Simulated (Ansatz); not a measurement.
Here is the system:

B:
```xyz
2
Lattice="0.0000 2.0264 2.0264 2.0264 0.0000 2.0264 2.0264 2.0264 0.0000" Properties=species:S:1:pos:R:3 pbc="T T T"
B      1.0132     1.0132     1.0132
B      0.0000     0.0000     0.0000
```

This is the r²SCAN-relaxed structure.

Task: All from the program Ansatz at the r²SCAN level (PAW), unless another level is named. Give the electronic character.

Result: metallic (no gap).

Task: Give the density of states at the Fermi level.

Result: 0.41 states/eV per atom (mean over ±0.08 eV).

Space group Fd-3m (diamond). The cell is a constructed one: a structure type filled with these elements; neither database checked (COD, Materials Project) lists it. It is not the phase usual at ambient conditions (space group No. 166). Symmetry was held in the r²SCAN relaxation. At this level the phase is mechanically unstable.

Potentials: the later of the program's two PAW sets.
